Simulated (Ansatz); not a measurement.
Total density of states per atom from PBE (plane waves, PAW; program Ansatz), in 0.25 eV bins, energy from the Fermi level:

(E (eV), states/eV/atom): (-7.85, 0.00); (-7.60, 0.00); (-7.35, 0.00); (-7.10, 0.00); (-6.85, 0.00); (-6.60, 6.90); (-6.35, 3.59); (-6.10, 7.36); (-5.85, 1.82); (-5.60, 0.32); (-5.35, 0.00); (-5.10, 0.00); (-4.85, 0.96); (-4.60, 0.98); (-4.35, 0.52); (-4.10, 0.37); (-3.85, 0.28); (-3.60, 0.22); (-3.35, 0.17); (-3.10, 0.14); (-2.85, 0.11); (-2.60, 0.14); (-2.35, 0.97); (-2.10, 0.89); (-1.85, 1.15); (-1.60, 1.11); (-1.35, 1.08); (-1.10, 1.06); (-0.85, 0.92); (-0.60, 0.52); (-0.35, 0.31); (-0.10, 0.10); (0.15, 0.01); (0.40, 0.02); (0.65, 0.04); (0.90, 0.08); (1.15, 0.21); (1.40, 0.29); (1.65, 0.33); (1.90, 0.38); (2.15, 0.44); (2.40, 0.53); (2.65, 0.82); (2.90, 0.65); (3.15, 0.24); (3.40, 0.13); (3.65, 0.18); (3.90, 0.23); (4.15, 0.28); (4.40, 0.34); (4.65, 0.42); (4.90, 0.60)

Pick the material that matches.
A. GaP, zinc blende
B. HgSe, zinc blende
C. Te, trigonal Se type
D. AlAs, zinc blende

B, HgSe, zinc blende. Within 0.5 eV of the Fermi level: Se 4p 85 %, Hg 5d 11 %. Projections are on Löwdin-orthogonalised atomic valence shells; empty p or d shells of many metals are not among them.

Space group F-43m (zinc blende). The PBE relaxation kept the symmetry of its start; phonons on a q-mesh show no instability. Scalar-relativistic: spin–orbit coupling is off unless named, which matters more the heavier the elements.

Potentials: the later of the program's two PAW sets.
